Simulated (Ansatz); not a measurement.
TiAl:
```xyz
2
Lattice="2.8707 0.0000 0.0000 -1.4353 2.4861 0.0000 0.0000 0.0000 4.6295" Properties=species:S:1:pos:R:3 pbc="T T T"
Ti     0.0000     0.0000     0.0000
Al     0.0000     1.6574     2.3148
```

Relaxed with r²SCAN. Special points in fractions of this cell's reciprocal vectors: Γ (0.000, 0.000, 0.000); M (0.500, 0.000, 0.000); K (0.333, 0.333, 0.000); A (0.000, 0.000, 0.500); L (0.500, 0.000, 0.500); H (0.333, 0.333, 0.500).

Question: List the band energies nearest the Fermi level at these points for r²SCAN (plane waves, PAW; program Ansatz).

Answer: In eV from the Fermi level; about four levels below and three above (degenerate sets whole), none deeper than 8.9 eV; points with the same levels are listed once.

```
k                    below                above
-  -----------------------  -------------------
Γ              -2.39 -1.98  1.43 1.43 3.05 3.05
M  -3.95 -3.01 -1.54 -0.99       2.35 4.19 4.34
K  -2.14 -1.87 -1.83 -0.47       0.09 2.13 3.14
A        -8.48 -5.64 -0.37  1.45 1.45 2.97 2.97
L        -3.83 -2.54 -1.91       0.41 1.09 2.13
H  -1.92 -0.76 -0.74 -0.02       1.40 3.64 5.04
```

Space group P-6m2. The first step of the workflow began from a Materials Project structure, measured or hypothetical; the Crystallography Open Database copy checked does not list it. With Ti and Al taken as one species the cell has the higher symmetry P6_3/mmc, so it may be an ordered model of a mixed-site phase. It is not the phase usual at ambient conditions (space group No. 123). The cell was relaxed with r²SCAN under the symmetry of its start; of distortions, only those at the zone centre were tested. No spin polarisation was allowed.

Potentials: the later of the program's two PAW sets.
